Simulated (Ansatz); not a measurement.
Tl2Pd:
```cif
data_Pd4Tl8
_chemical_formula_sum 'Pd4 Tl8'
_space_group_name_H-M_alt 'I4/mcm'
_space_group_IT_number 140
_space_group_name_Hall '-I 4 2c'
_cell_length_a 6.72968
_cell_length_b 6.72968
_cell_length_c 5.74387
_cell_angle_alpha 90.000
_cell_angle_beta 90.000
_cell_angle_gamma 90.000
loop_
_atom_site_label
_atom_site_type_symbol
_atom_site_symmetry_multiplicity
_atom_site_Wyckoff_symbol
_atom_site_fract_x
_atom_site_fract_y
_atom_site_fract_z
_atom_site_occupancy
Pd1 Pd 4 a 0.00000 0.00000 0.25000 1
Tl1 Tl 8 h 0.33433 0.16567 0.00000 1
```
(The calculation used a cell of 6 atoms; values per cell refer to that cell.)

Relaxed with PBEsol.

Task: Which orbitals make up the states near the Fermi level in DFT-PBEsol in the program Ansatz with PAW potentials?

Result: Within 0.5 eV of the Fermi level: Tl 6p 59 %, Pd 4d 23 %, Tl 6s 14 %. Projections are on Löwdin-orthogonalised atomic valence shells; empty p or d shells of many metals are not among them.

Task: Tabulate the density of states.

Result: States/eV per cell of 6 atoms, in 0.25 eV bins, energy from the Fermi level.

```tsv
E (eV)	total	Pd 4d	Tl 6p	Tl 6s
-7.85	1.12	0.04	0.46	0.56
-7.60	1.40	0.07	0.56	0.70
-7.35	1.47	0.09	0.56	0.75
-7.10	1.70	0.12	0.59	0.90
-6.85	1.98	0.17	0.63	1.08
-6.60	2.06	0.24	0.57	1.15
-6.35	2.31	0.36	0.55	1.30
-6.10	2.63	0.54	0.48	1.50
-5.85	2.99	0.71	0.42	1.73
-5.60	3.10	0.86	0.35	1.77
-5.35	2.23	0.72	0.22	1.20
-5.10	1.17	0.40	0.10	0.63
-4.85	0.51	0.15	0.07	0.26
-4.60	0.30	0.11	0.09	0.08
-4.35	1.07	0.67	0.30	0.06
-4.10	2.84	1.93	0.75	0.08
-3.85	5.00	3.80	0.99	0.09
-3.60	6.04	4.63	1.12	0.15
-3.35	7.54	5.73	1.43	0.20
-3.10	9.54	7.69	1.46	0.21
-2.85	13.48	11.28	1.66	0.29
-2.60	10.39	8.72	1.14	0.30
-2.35	5.51	4.33	0.83	0.23
-2.10	7.45	6.24	0.78	0.31
-1.85	10.05	8.28	0.81	0.79
-1.60	1.95	1.35	0.26	0.30
-1.35	1.13	0.53	0.42	0.14
-1.10	4.10	1.47	2.08	0.41
-0.85	2.57	0.73	1.37	0.39
-0.60	2.66	0.71	1.48	0.38
-0.35	2.34	0.71	1.25	0.30
-0.10	2.19	0.61	1.21	0.29
0.15	2.67	0.52	1.64	0.40
0.40	2.68	0.42	1.70	0.44
0.65	2.58	0.37	1.60	0.48
0.90	2.51	0.33	1.58	0.48
1.15	2.38	0.32	1.49	0.43
1.40	1.99	0.22	1.25	0.38
1.65	2.41	0.23	1.51	0.49
1.90	2.34	0.20	1.48	0.48
2.15	2.09	0.17	1.37	0.40
2.40	2.22	0.16	1.45	0.43
2.65	2.06	0.13	1.37	0.39
2.90	2.03	0.12	1.38	0.34
3.15	2.30	0.12	1.55	0.38
3.40	2.18	0.11	1.47	0.34
3.65	2.05	0.09	1.40	0.30
3.90	2.00	0.08	1.40	0.25
4.15	2.36	0.09	1.65	0.21
4.40	2.97	0.10	1.98	0.25
4.65	3.19	0.09	2.12	0.29
```

The workflow started from an entry of the Crystallography Open Database (COD). Its standing as an ambient phase is unchecked. The PBEsol relaxation kept the symmetry of its start; of distortions, only those at the zone centre were tested. The run is not spin-polarised. Spin–orbit coupling is left out wherever it is not named.

Potentials: the later of the program's two PAW sets.
